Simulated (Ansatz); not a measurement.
All numbers below come from DFT PBE, scalar-relativistic, plane waves, PAW in Ansatz. All cells share a 420 eV cutoff and Γ-centred k meshes spaced at most about 0.3 Å⁻¹ (about 0.25 or finer for metals, 2π included). No spin polarisation in the final relaxations.

Temperature and zero-point effects are left out. All come from trial cells, and lower structures may exist.

Problem. Order these relaxed structures of Ti5W by energy, lowest first, with the energy over the lowest of them.
A.

```cif
data_structure
_symmetry_space_group_name_H-M 'P-6m2'
_symmetry_Int_Tables_number 187
_cell_length_a 2.8767
_cell_length_b 2.8767
_cell_length_c 14.2512
_cell_angle_alpha 90.000
_cell_angle_beta 90.000
_cell_angle_gamma 120.000
_cell_volume 102.13
loop_
_atom_site_label
_atom_site_type_symbol
_atom_site_symmetry_multiplicity
_atom_site_Wyckoff_symbol
_atom_site_fract_x
_atom_site_fract_y
_atom_site_fract_z
_atom_site_occupancy
Ti1 Ti 2 h 0.33333 0.66667 0.83111 1
Ti2 Ti 1 d 0.33333 0.66667 0.50000 1
Ti3 Ti 2 i 0.66667 0.33333 0.33227 1
W1 W 1 e 0.66667 0.33333 0.00000 1
```

B.

```cif
data_structure
_symmetry_space_group_name_H-M 'Cmmm'
_symmetry_Int_Tables_number 65
_cell_length_a 3.1252
_cell_length_b 4.6535
_cell_length_c 13.9888
_cell_angle_alpha 90.000
_cell_angle_beta 90.000
_cell_angle_gamma 90.000
_cell_volume 203.44
loop_
_atom_site_label
_atom_site_type_symbol
_atom_site_symmetry_multiplicity
_atom_site_Wyckoff_symbol
_atom_site_fract_x
_atom_site_fract_y
_atom_site_fract_z
_atom_site_occupancy
Ti1 Ti 4 k 0.00000 0.00000 0.83094 1
Ti2 Ti 4 l 0.50000 0.00000 0.65777 1
Ti3 Ti 2 b 0.50000 0.00000 0.00000 1
W1 W 2 d 0.00000 0.00000 0.50000 1
```

Solution. B (0 meV/atom), A (39 meV/atom). Forms: B Ti and W ordered on bcc sites, Cmmm; A Ti and W ordered on hcp sites, P-6m2. Counting all near atoms (those within 1.25 times the shortest distance at each site; a plus sign parts nearer from farther groups; a slash parts the counts of unlike sites): B has Ti 14/8+6, W 8+6; A has Ti 12, W 12. Even the lowest lies +0.07 eV/atom against the elements.

Spin–orbit coupling, which can matter for W, is left out. Cells relaxed within their symmetry can be saddle points. Some types were kept out of the candidates beforehand, so the set may lack a known form.
